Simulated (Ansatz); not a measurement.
The relaxed structure here is a generated cell of MgF2: the first start was made by placing the elements on the sites of a structure type, and the end was not matched to a known phase here, so it may be hypothetical. Known forms of MgF2 include space group No. 136.

A relaxed cell of MgF2 (Fd-3m (No. 227)), relaxed on a k-mesh at least as fine as the one used below. All values below come from PBE (plane waves to 420 eV, PAW, scalar-relativistic; Ansatz, a first-principles code). Γ-centred k-mesh 5×5×3 on the run's cell (coarser than for final values), Fermi–Dirac smearing 0.05 eV.

```xyz
12
Lattice="0.0000 4.3450 4.3450 4.3450 0.0000 4.3450 8.6900 8.6900 0.0000" Properties=species:S:1:pos:R:3 pbc="T T T"
F      1.0862     1.0862     1.0862
F      5.4312     5.4312     1.0862
F      1.0862     3.2587     3.2587
F      5.4312     7.6037     3.2587
F      3.2587     1.0862     3.2587
F      7.6037     5.4312     3.2587
F      3.2587     3.2587     1.0862
F      7.6037     7.6037     1.0862
Mg     2.1725     2.1725     2.1725
Mg     6.5175     6.5175     2.1725
Mg     0.0000     0.0000     0.0000
Mg     4.3450     4.3450     0.0000
```

The atoms are displaced by (Å):

```
atom      ux      uy      uz
----  ------  ------  ------
F1    -0.065   0.124  -0.083
F2     0.090  -0.004   0.112
F3     0.068   0.092   0.012
F4    -0.015  -0.078  -0.003
F5    -0.008  -0.084  -0.150
F6     0.053   0.086   0.008
F7     0.044   0.120   0.039
F8     0.129  -0.064  -0.089
Mg9   -0.185  -0.015   0.018
Mg10  -0.006  -0.074  -0.061
Mg11  -0.019  -0.138   0.039
Mg12  -0.067   0.003   0.015
```

What forces (eV/Å) and pressure result?


```json
[
 {"atom": "F1", "Fx": "-0.84", "Fy": "-0.83", "Fz": "-0.56"},
 {"atom": "F2", "Fx": "-2.22", "Fy": "-2.22", "Fz": "-2.36"},
 {"atom": "F3", "Fx": "-0.07", "Fy": "-0.08", "Fz": "0.16"},
 {"atom": "F4", "Fx": "-0.13", "Fy": "0.42", "Fz": "0.07"},
 {"atom": "F5", "Fx": "-0.17", "Fy": "-0.22", "Fz": "0.41"},
 {"atom": "F6", "Fx": "0.18", "Fy": "-0.05", "Fz": "0.01"},
 {"atom": "F7", "Fx": "-1.39", "Fy": "-1.22", "Fz": "1.17"},
 {"atom": "F8", "Fx": "-2.24", "Fy": "-2.27", "Fz": "2.22"},
 {"atom": "Mg9", "Fx": "2.25", "Fy": "0.29", "Fz": "-0.28"},
 {"atom": "Mg10", "Fx": "1.73", "Fy": "2.30", "Fz": "1.82"},
 {"atom": "Mg11", "Fx": "1.38", "Fy": "3.42", "Fz": "-2.14"},
 {"atom": "Mg12", "Fx": "1.53", "Fy": "0.45", "Fz": "-0.52"}
]
```

Pressure +1.3 GPa.

Estimate the energy cost of the displacement in the harmonic approximation and compare with the calculation.

For a harmonic well ΔE = −½ Σ F·u = 1.223 eV a cell, or 102 meV/atom. The calculated energy relative to the undisplaced cell is +96 meV/atom, so the harmonic estimate holds well.

No spin polarisation in the result.

The run that gave the undisplaced cell could not lose the symmetry of its start, so the end can be a saddle point.
